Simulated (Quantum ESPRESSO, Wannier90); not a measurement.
# Tight-binding from DFT: RbHO (Cmc2₁)

```
RbHO
1.0
    4.11779     0.00000     0.00000
    0.00000     0.00000    -4.20269
   -2.05890     5.39405     0.00000
Rb H O
2 2 2
Direct
  0.36179   0.73894   0.72358
  0.63821   0.23894   0.27642
  0.03225   0.60321   0.06450
  0.96775   0.10321   0.93550
  0.09821   0.76246   0.19642
  0.90179   0.26246   0.80358
```

Materials Project entry mp-626620; symmetrised, unrelaxed at this level. Not found in the COD (Crystallography Open Database) copy used; not checked further. Computed values, not measurements, from PBEsol: Quantum ESPRESSO (norm-conserving PseudoDojo potentials, cutoff 68 Ry, no spin polarisation, no spin-orbit coupling) on a Γ-centred 6×6×6 mesh, then Wannier90. Density: 8×8×8 mesh, Gaussian smearing 0.01 Ry.

Functional, cutoff and mesh named above are those of the base row (68); the first column says what each row takes instead. Model: 8 functions from bands 3-4,11-16, start SCDM (isolated) (the valence bands). Energies are relative to the valence-band maximum; the misfit is to pw.x on a path, for all bands of the set. Only the plane-wave cutoff changes (density cutoff four times as high). Ω_total can sit in another minimum from row to row; Ω_I of an isolated set cannot.

```
ecutwfc (Ry)  Ω_I (Å²)  Ω_total (Å²)  rms misfit (meV)  gap (eV)  ΔE to highest cutoff (meV/atom)  plane waves a k-point, about (cost)  rough cost of nscf and overlaps (first row = 1)
------------  --------  ------------  ----------------  --------  -------------------------------  -----------------------------------  -----------------------------------------------
34                6.95          7.67               8.2     3.348                           1569.8                                 2100                                              1.0
42                6.80          7.53               4.0     3.530                            606.9                                 2900                                              1.3
51                6.76          7.49               1.1     3.598                            177.9                                 3900                                              1.7
68                6.75          7.48               0.2     3.579                              8.4                                 6000                                                3
84                6.75          7.48               0.2     3.579                              0.2                                 8200                                                4
105               6.75          7.48               0.2     3.579                              0.0                                11000                                                6
```
